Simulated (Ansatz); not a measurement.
Here is the system:

Al2Cu:
```
CELL_PARAMETERS angstrom
     -2.99862     2.99862     2.40257
      2.99862    -2.99862     2.40257
      2.99862     2.99862    -2.40257
ATOMIC_POSITIONS crystal
  Cu 0.25000 0.25000 0.00000
  Cu 0.75000 0.75000 0.00000
  Al 0.84069 0.65931 0.50000
  Al 0.15931 0.34069 0.50000
  Al 0.65931 0.15931 0.81863
  Al 0.34069 0.84069 0.18137
```

This is the r²SCAN-relaxed structure.

All from plane-wave PAW r²SCAN (Ansatz code), unless another level is named. Predict the formation energy from the elements (no fitted shifts).

-15 kJ/mol of atoms.

Predict the density of states at the Fermi level.

0.31 states/eV per atom (mean over ±0.08 eV).

Space group I4/mcm. The cell was relaxed with r²SCAN under the symmetry of its start. The run is not spin-polarised. The references are the lowest solids computed at this level, not always the standard phases.

Potentials: the earlier of the program's two PAW sets.
